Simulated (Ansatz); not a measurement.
AlPd:
```yaml
crystal:
  lattice:
    - [0.00000, 2.56494, 2.56494]
    - [2.56494, 0.00000, 2.56494]
    - [2.56494, 2.56494, 0.00000]
  atoms:
    - { symbol: Pd, position: [0.00000, 0.00000, 0.00000] }
    - { symbol: Al, position: [0.50000, 0.50000, 0.50000] }
```

Relaxed with PBE. Special points in fractions of this cell's reciprocal vectors: Γ (0.000, 0.000, 0.000); X (0.500, 0.000, 0.500); U (0.625, 0.250, 0.625); K (0.375, 0.375, 0.750); L (0.500, 0.500, 0.500); W (0.500, 0.250, 0.750).

Task: List the band energies nearest the Fermi level at these points for DFT-PBE with spin–orbit coupling in the program Ansatz with PAW potentials.

Result: In eV from the Fermi level; about four levels below and three above (degenerate sets whole), none deeper than 8.9 eV; points with the same levels are listed once.

```tsv
k	below	above
Γ	-3.52 -3.52 -3.52 -3.52	5.27 5.27 5.48 5.48 5.48 5.48
X	-2.44 -2.44 -0.24 -0.24	1.31 1.31 1.50 1.50
U	-1.00 -1.00 -0.02 -0.02	2.82 2.82 6.51 6.51
L	-2.76 -2.76 -1.31 -1.31	6.42 6.42 6.70 6.70
W	-0.37 -0.37 -0.30 -0.30	0.60 0.60 10.18 10.18
```

Space group Fm-3m (rock salt). The start of the workflow was typed in or built on a structure type; neither database checked (COD, Materials Project) lists it. Its standing as an ambient phase is unchecked. The PBE relaxation kept the symmetry of its start; its stability against distortions is not shown here. No spin polarisation was allowed.

Potentials: the earlier of the program's two PAW sets.
